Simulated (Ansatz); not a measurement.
BeTe:
```yaml
crystal:
  lattice:
    - [0.00000, 2.82856, 2.82856]
    - [2.82856, 0.00000, 2.82856]
    - [2.82856, 2.82856, 0.00000]
  atoms:
    - { symbol: Te, position: [0.75000, 0.75000, 0.75000] }
    - { symbol: Be, position: [0.00000, 0.00000, 0.00000] }
```

Cartesian axes are those of the cell as given.

Task: Give the proper piezoelectric stress tensor with relaxed ions from plane-wave PAW r²SCAN (Ansatz code).

Result: In C/m², rows x, y, z, Voigt columns; mesh uncertainty up to 0.00.
```
0.00  0.00  0.00  0.25  0.00  0.00
0.00  0.00  0.00  0.00  0.25  0.00
0.00  0.00  0.00  0.00  0.00  0.25
```

The elastic tensor of the same run (GPa):

```json
[
 {"": "1", "1": "101", "2": "38.3", "3": "38.3", "4": "0.0", "5": "0.0", "6": "0.0"},
 {"": "2", "1": "38.3", "2": "101", "3": "38.3", "4": "0.0", "5": "0.0", "6": "0.0"},
 {"": "3", "1": "38.3", "2": "38.3", "3": "101", "4": "0.0", "5": "0.0", "6": "0.0"},
 {"": "4", "1": "0.0", "2": "0.0", "3": "0.0", "4": "52.3", "5": "0.0", "6": "0.0"},
 {"": "5", "1": "0.0", "2": "0.0", "3": "0.0", "4": "0.0", "5": "52.3", "6": "0.0"},
 {"": "6", "1": "0.0", "2": "0.0", "3": "0.0", "4": "0.0", "5": "0.0", "6": "52.3"}
]
```

Task: Convert to strain constants d = e·S.

Result: In pC/N:
```
0.0  0.0  0.0  4.7  0.0  0.0
0.0  0.0  0.0  0.0  4.7  0.0
0.0  0.0  0.0  0.0  0.0  4.7
```

Space group F-43m (zinc blende). The cell was relaxed with r²SCAN under the symmetry of its start; of distortions, only those at the zone centre were tested. Spin–orbit coupling is left out wherever it is not named.

Potentials: the later of the program's two PAW sets.
